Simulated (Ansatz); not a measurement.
Re:
```xyz
2
Lattice="0.0000 2.8077 2.8077 2.8077 0.0000 2.8077 2.8077 2.8077 0.0000" Properties=species:S:1:pos:R:3 pbc="T T T"
Re     0.0000     0.0000     0.0000
Re     1.4038     1.4038     1.4038
```

Relaxed with r²SCAN. Special points in fractions of this cell's reciprocal vectors: Γ (0.000, 0.000, 0.000); X (0.500, 0.000, 0.500); U (0.625, 0.250, 0.625); K (0.375, 0.375, 0.750); L (0.500, 0.500, 0.500); W (0.500, 0.250, 0.750).

Problem. List the band energies nearest the Fermi level at these points for r²SCAN with spin–orbit coupling (plane waves, PAW; program Ansatz).

Solution. In eV from the Fermi level; about four levels below and three above (degenerate sets whole), none deeper than 8.9 eV; points with the same levels are listed once.

```csv
k,below,above
Γ,-2.44 -2.44 -2.44 -2.44 -2.43 -2.43,0.65 0.65 0.85 0.85 0.85 0.85
X,-2.01 -2.01 -2.01 -2.01,0.08 0.08 0.08 0.08
U,-0.62 -0.62 -0.47 -0.47,0.03 0.03 2.69 2.69
L,-2.59 -2.59 -0.94 -0.94,1.83 1.83 1.88 1.88
W,-0.78 -0.78 -0.68 -0.68,3.96 3.96 4.24 4.24
```

Space group Fd-3m (diamond). The start of the workflow was typed in or built on a structure type; neither database checked (COD, Materials Project) lists it. It is not the phase usual at ambient conditions (space group No. 194). Symmetry was held in the r²SCAN relaxation. At this level the phase is mechanically unstable. No spin polarisation was allowed.

Potentials: the earlier of the program's two PAW sets.
